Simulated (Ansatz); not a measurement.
Values for one crystal, relaxed and computed with r²SCAN in the plane-wave PAW code Ansatz; other levels are named.

| Quantity | Result |
|---|---|
| Volume per atom | 12.90 Å³ |
| Electronic character | metallic (no gap) |
| Gap with spin–orbit coupling | none (metallic) |
| Zone-centre stability | no imaginary mode at Γ |
| Bulk modulus (Birch–Murnaghan fit) | 128 GPa |
| Density of states at the Fermi level | 0.31 states/eV per atom (mean over ±0.08 eV) |
| Highest zone-centre frequency | 235 cm⁻¹ |

### Question
Pick the material that matches.
(A) Cu3Ge, P-6m2 (Cu on 1b, Cu on 2i, Ge on 1a)
(B) VGe3, A15 (Cr3Si type)
(C) Ca3GeN, anti-perovskite
(D) Y5Ge4, Pnma (Pearson symbol oP36)

### Answer
A, Cu3Ge, P-6m2 (Cu on 1b, Cu on 2i, Ge on 1a)

The workflow started from a Materials Project entry (that database holds measured and hypothetical structures alike); the Crystallography Open Database copy checked does not list it. Its standing as an ambient phase is unchecked. The cell was relaxed with r²SCAN under the symmetry of its start. No spin polarisation was allowed. Its formation energy is positive at this level, so the cell may be metastable or incomplete. As this level gives no gap, phonon frequencies hold no LO–TO term and depend on the k-mesh and smearing (Fermi–Dirac, 0.1 eV here). Spin–orbit coupling is left out wherever it is not named.

Potentials: the later of the program's two PAW sets.
